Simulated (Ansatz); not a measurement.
HfPbO3:
```
CELL_PARAMETERS angstrom
      4.13203     0.00000     0.00000
      0.00000     4.13203     0.00000
      0.00000     0.00000     4.13203
ATOMIC_POSITIONS crystal
  Hf 0.50000 0.50000 0.50000
  Pb 0.00000 0.00000 0.00000
  O  0.00000 0.50000 0.50000
  O  0.50000 0.00000 0.50000
  O  0.50000 0.50000 0.00000
```

Plane-wave PAW r²SCAN (Ansatz code) gives a gap of 2.91 eV without spin–orbit coupling, maximum at X, minimum at X.

### Question
What happens when spin–orbit coupling is switched on?

### Answer
The gap drops by 0.40 eV, to 2.51 eV; maximum at X, minimum at X.

### Question
Give the electron effective mass with spin–orbit coupling.

### Answer
0.21, 0.40, 0.40 mₑ (principal values).

### Question
Give the hole effective mass with spin–orbit coupling.

### Answer
0.27, 0.80, 0.80 mₑ (principal values).

Space group Pm-3m (cubic perovskite). The workflow started from a Materials Project entry (that database holds measured and hypothetical structures alike); the Crystallography Open Database copy checked does not list it. COD files the formula under space group No. 55. Whether it is the stable phase at ambient conditions was not checked. The cell was relaxed with r²SCAN under the symmetry of its start; its stability against distortions is not shown here. The run is not spin-polarised.

Potentials: the later of the program's two PAW sets.
